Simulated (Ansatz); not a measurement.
Settings and field gradients in BAs with nitrogen replacing As

Cell: a supercell of BAs (zinc blende type, F-43m) built from a COD entry, with all atoms left at the host's positions.

```cif
data_B27As26N
_symmetry_space_group_name_H-M 'F-43m'
_symmetry_Int_Tables_number 216
_cell_length_a 14.3310
_cell_length_b 14.3310
_cell_length_c 14.3310
_cell_angle_alpha 90.000
_cell_angle_beta 90.000
_cell_angle_gamma 90.000
loop_
_atom_site_label
_atom_site_type_symbol
_atom_site_symmetry_multiplicity
_atom_site_Wyckoff_symbol
_atom_site_fract_x
_atom_site_fract_y
_atom_site_fract_z
B1 B 16 e 0.4167 0.0833 0.4167
B3 B 24 g 0.7500 0.0833 0.7500
B5 B 48 h 0.7500 0.9167 0.5833
B14 B 4 d 0.7500 0.7500 0.7500
B18 B 16 e 0.0833 0.5833 0.9167
N N 4 a 0.5000 0.0000 0.5000
As29 As 48 h 0.6667 0.0000 0.6667
As32 As 16 e 0.8333 0.8333 0.6667
As36 As 16 e 0.1667 0.6667 0.8333
As42 As 24 f 0.0000 0.6667 0.0000
```

One atom of each set is listed; the run and its k-mesh use a cell of 54 atoms with edges of 10.13, 10.13, 10.13 Å.

Reference run. All values are calculated (Ansatz; DFT, PBE, plane waves and PAW, scalar-relativistic, 420 eV cutoff, Γ-centred 2×2×2 k-points, Fermi–Dirac smearing 0.01 eV), not measured.

It gives V_zz (10²¹ V/m²) B1 1.34 (η 0.00), As29 0.76 (η 0.71), among others. Each of these runs changes the input as listed (caps on SCF iterations aside):

A. hamiltonian.dispersion: not typed → d3bjatm; basis.ecutwfc: not typed → 400 eV; magnetization: not typed → {spin_polarized: true}
B. basis.ecutwfc: not typed → 300 eV

(1) How does each run end, and how far do the gradients move?

Answers

(1) 

```csv
run,B1 V_zz (η),As29 V_zz (η),"largest change of a gradient tensor, all atoms",note
A,1.34 (0.00),0.76 (0.71),0.00,converged; cutoff below the recommended one
B,1.30 (0.00),0.76 (0.70),0.04,converged; cutoff below the recommended one
```

Run B moves them most, on B1 (V_zz from 1.34 to 1.30).

On the reference run: The defect repeats with the cell of 54 atoms, so it feels its images: sites between two images don't show the values beside a lone defect, and zeros or small values of η there can come from the images' arrangement. With a gap of 0.7 eV on this mesh, small gradients can still move by 0.1 × 10²¹ V/m² or more as the k-mesh gets denser. The neighbours have not yet relaxed around the defect (largest force 2.2 eV/Å), so a real crystal will differ.
